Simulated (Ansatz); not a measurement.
# Structure search: one Al2Ge3B3N candidate

All numbers below come from DFT PBE, scalar-relativistic, plane waves, PAW (Ansatz). Cutoff 420 eV, Gaussian smearing, Γ-centred meshes. Cell and atoms relax first on a coarse mesh and then on a finer one. In between, the cell is made exact in the group found at 0.06 Å. In metals the finer mesh still leaves noise of several meV/atom or more. The steps can't lower the symmetry of their start. No spin polarisation.

A trial structure of Al2Ge3B3N was built thus: random cell by space group and Wyckoff sites (P4/mmm, No. 123). Its size is a rough estimate.

```
Al Ge B N
1.0
     4.53750    0.00000    0.00000
     0.00000    4.53750    0.00000
     0.00000    0.00000    5.73224
Al Ge B N
2 3 3 1
Cartesian
  0.0000 0.0000 4.6920
  0.0000 0.0000 1.0402
  0.0000 2.2688 2.8661
  2.2688 0.0000 2.8661
  2.2688 2.2688 0.0000
  0.0000 2.2688 0.0000
  2.2688 0.0000 0.0000
  0.0000 0.0000 2.8661
  2.2688 2.2688 2.8661
```

Energies over the elements count from the elements' standard structures at the same level (N₂ as a molecule), with no fitted energy shifts.

Problem. Describe the relaxed structure.

Solution. The symmetry stays P4/mmm (No. 123). The volume per atom grows by 2.4 %, from 13.1 to 13.4 Å³. The shortest distance goes from 1.83 Å (Al–B) to 2.11 Å (Al–B). The ratio c/a of the conventional cell changes by a factor of 1.23. The energy falls by about 0.23 eV/atom (the start's value is from the coarse mesh). Conventional cell: a = 4.265 Å, c = 6.647 Å. Al is surrounded by 1 B at 2.11 Å, 1 Al at 2.42 Å and 4 B at 2.45 Å; around Ge on a site of symmetry mmm lie 2 B at 2.13 Å and 2 N at 2.13 Å; around Ge on a site of symmetry 4/mmm lie 4 B at 2.13 Å; B on a site of symmetry mmm has 2 Ge at 2.13 Å and 4 Al at 2.45 Å; around N lie 4 Ge at 2.13 Å; 1 more site not described.

```cif
data_structure
_symmetry_space_group_name_H-M 'P 1'
_symmetry_Int_Tables_number 1
_cell_length_a 4.2649
_cell_length_b 4.2649
_cell_length_c 6.6466
_cell_angle_alpha 90.000
_cell_angle_beta 90.000
_cell_angle_gamma 90.000
_cell_volume 120.90
loop_
_atom_site_label
_atom_site_type_symbol
_atom_site_fract_x
_atom_site_fract_y
_atom_site_fract_z
_atom_site_occupancy
Al1 Al 0.00000 0.00000 0.81763 1
Al2 Al 0.00000 0.00000 0.18237 1
Ge1 Ge 0.00000 0.50000 0.50000 1
Ge2 Ge 0.50000 0.00000 0.50000 1
Ge3 Ge 0.50000 0.50000 0.00000 1
B1 B 0.00000 0.50000 0.00000 1
B2 B 0.50000 0.00000 0.00000 1
B3 B 0.00000 0.00000 0.50000 1
N1 N 0.50000 0.50000 0.50000 1
```

Problem. How does it come out in energy, and is it a metal?

Solution. The formation energy is +0.78 eV/atom and the gap on the 10×10×6 mesh of the 9-atom cell is 0 eV (a metal).

The separate elements lie lower, so it is unstable against them.

The last run used Gaussian smearing of 0.10 eV. Symmetry constrained the relaxation, so the result can be a saddle point. In all, the 3 runs took 96 s on 1 thread of INTEL(R) XEON(R) PLATINUM 8581C CPU @ 2.30GHz (Emerald Rapids), on a shared host.
